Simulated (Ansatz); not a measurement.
Single point in Ansatz 0.2.0 with r2SCAN, no spin polarisation. Cutoff 500 eV, PAW datasets, 6×6×7 Γ-centred k mesh, fermi-dirac filling (width 0.1 eV).

Computed maps in the lattice plane spanned by a (left to right, 6.27 Å, 19 points from zero) and b (bottom to top, 6.27 Å, 19 points from zero), 112° apart, at height 0.750 along c. The fields are smooth PAW ones with compensation charges, not the true ones near nuclei.

Valence density. Digits on a logarithmic scale: 0 up to 0.03 e/Å³, each further digit a factor of 1.6, 9 from 1.3 e/Å³ up:
```
4456776533233444444
5544544433333334455
7644444444433345688
9754345666543357999
9744457998644469999
9644579999644589999
7544699999644599999
5334699997544589997
3334689975433467765
3234566654322345443
3333444443222334444
4333344443222344565
6433345554333457998
6434568986434589999
6445799997544799999
6446999997445999999
4458999996446999997
4458999975345899975
3457999753334666644
```

ELF. Ten even steps from '0' (0.03) to '9' (0.91):
```
1111221111111111111
1111111122111121111
2112222333322221233
4212233222333212455
4212322212343124687
4112321001342135997
2113220902332135775
1123210013331134542
1123221233311112221
1113333333111111111
1112344331101122111
1112332211111221111
1112211111112112332
2122123331122134654
2111245542121247974
1112469752111369963
1113589742111357642
1113577521111244321
1112444211111122111
```

Question: The cell is Cd3Ga. Which atoms lie within 0.2 Å of this plane, and where (fractions of a and b)?

Answer: Cd at (0.31, 0.12), Cd at (0.88, 0.69), Ga at (0.37, 0.63), Cd at (0.82, 0.18). The whole cell:
```xyz
8
Lattice="3.5241 5.1909 0.0000 3.5241 -5.1909 0.0000 0.0000 0.0000 -4.7097" Properties=species:S:1:pos:R:3 pbc="T T T"
Cd    1.5006    0.9863   -3.5322
Cd    5.5476   -0.9863   -1.1774
Cd    1.5006   -0.9863   -1.1774
Cd    5.5476    0.9863   -3.5322
Ga    3.5241   -1.3714   -3.5322
Ga    3.5241    1.3714   -1.1774
Cd    3.5241    3.3730   -3.5322
Cd    3.5241   -3.3730   -1.1774
```

Origin: a known structure type with other elements, at an estimated volume, so it need not be a known compound.
